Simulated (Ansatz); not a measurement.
Method: PBEsol, no spin polarisation; PAW, plane waves to 420 eV, 8×8×8 Γ-centred mesh, fermi-dirac occupations (width 0.1 eV) (Ansatz 0.2.0), atoms fixed.

Computed maps in the lattice plane spanned by b (left to right, 5.10 Å, 15 points from zero) and c (bottom to top, 5.10 Å, 15 points from zero), 60° apart, at height 0.880 along a. The fields are smooth PAW ones with compensation charges, not the true ones near nuclei.

Valence density. Digits on a logarithmic scale: 0 up to 0.03 e/Å³, each further digit a factor of 1.6, 9 from 1.3 e/Å³ up:
```
988999986569999
987899998778999
976689998888999
865457898899889
654234566799876
432101234578875
421000012468886
631000001369998
852000000258999
963100000147999
975200000035899
986421000124689
987653211245678
888876532356788
889999864468999
```

ELF. Ten even steps from '0' (0.00) to '9' (0.85):
```
967972894159628
974881296227912
873488797212896
984158996200279
874115774210125
232101332122221
100000000246764
720000000379999
972000000379728
884100000158812
884100000015887
973111000111489
864344200244347
346788720378776
738988971289899
```

Problem. The cell is ZnSN4. Which atoms lie within 0.2 Å of this plane, and where (fractions of b and c)?

Solution. N at (0.88, 0.88), N at (0.88, 0.36), N at (0.36, 0.88). The whole cell:
```xyz
6
Lattice="0.0000 3.6089 3.6089 3.6089 0.0000 3.6089 3.6089 3.6089 0.0000" Properties=species:S:1:pos:R:3 pbc="T T T"
S     0.0000    0.0000    0.0000
N     6.3517    6.3517    6.3517
N     4.4751    4.4751    6.3517
N     6.3517    4.4751    4.4751
N     4.4751    6.3517    4.4751
Zn    5.4134    5.4134    5.4134
```

Origin: a known structure type with other elements, at an estimated volume, so it need not be a known compound. Caveats: many states at the Fermi level without spin polarisation, so a magnetic state may lie lower; atoms or cell far from equilibrium.
